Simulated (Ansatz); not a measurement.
NbC$_{2}$ (MoSi2 or CaC2 type), relaxed with PBE (Ansatz, a first-principles code, plane waves, PAW): a = b = 3.1989 Å, c = 5.8889 Å, α = β = γ = 90.00°.

```
Property              Result
--------------------  ------
ΔH_f (eV/atom)          0.47
B₀ by P(V) fit (GPa)     220
```

Q: The same phase is relaxed and computed with PBEsol in the same code. What are the cell and these values now?

A: a = b = 3.1570 Å, c = 5.8607 Å, α = β = γ = 90.00°.

- ΔH_f (eV/atom): 0.41
- B₀ by P(V) fit (GPa): 247

Typed or built starts, not in the databases checked: NbC2, MoSi2 or CaC2 type. All cells were relaxed under the symmetry of their starts (and spin orders); stability against distortions was not tested throughout. Rows with no word on spin ran without spin polarisation. Spin–orbit coupling is left out wherever it is not named.

Potentials: the later of the program's two PAW sets.

Ansatz is a plane-wave DFT program.

Formation energies count from the lowest solids of the elements computed at the same level, not from gases.
